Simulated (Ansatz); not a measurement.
SnS2:
```yaml
crystal:
  lattice:
    - [3.70259, 0.00000, 0.00000]
    - [-1.85130, 3.20654, 0.00000]
    - [0.00000, 0.00000, 6.98690]
  atoms:
    - { symbol: Sn, position: [0.00000, 0.00000, 0.00000] }
    - { symbol: S, position: [0.33333, 0.66667, 0.21156] }
    - { symbol: S, position: [0.66667, 0.33333, 0.78844] }
```

Relaxed with PBE. Special points in fractions of this cell's reciprocal vectors: Γ (0.000, 0.000, 0.000); M (0.500, 0.000, 0.000); K (0.333, 0.333, 0.000); A (0.000, 0.000, 0.500); L (0.500, 0.000, 0.500); H (0.333, 0.333, 0.500).

Task: List the band energies nearest the valence-band maximum at these points for the program Ansatz at the PBE level (PAW).

Result: In eV from the valence-band maximum; about four levels below and three above (degenerate sets whole), none deeper than 8.9 eV; points with the same levels are listed once.

```csv
k,below,above
Γ,-0.48 -0.48 -0.43 -0.12 -0.12,2.05 3.78 5.41 5.41
M,-2.19 -2.02 -0.47 -0.22,1.60 4.70 6.40
K,-3.39 -3.39 -2.99 -0.68 -0.68,2.53 6.52 6.52
A,-0.49 -0.49 -0.11 -0.11,2.59 3.78 5.37 5.37
L,-2.17 -1.82 -0.44 -0.27,1.53 4.83 6.03
H,-3.47 -3.47 -3.04 -0.48 -0.48,2.75 5.86 5.86
```

Space group P-3m1 (CdI2 type). Symmetry was held in the PBE relaxation. The volume lies over 15 % above that of the usual cell of this phase: another minimum, or an error of the functional. A crystal of weakly bound layers computed without a dispersion correction: the cell and the soft elastic constants depend strongly on that. Scalar-relativistic: spin–orbit coupling is off unless named, which matters more the heavier the elements.

Potentials: the earlier of the program's two PAW sets.
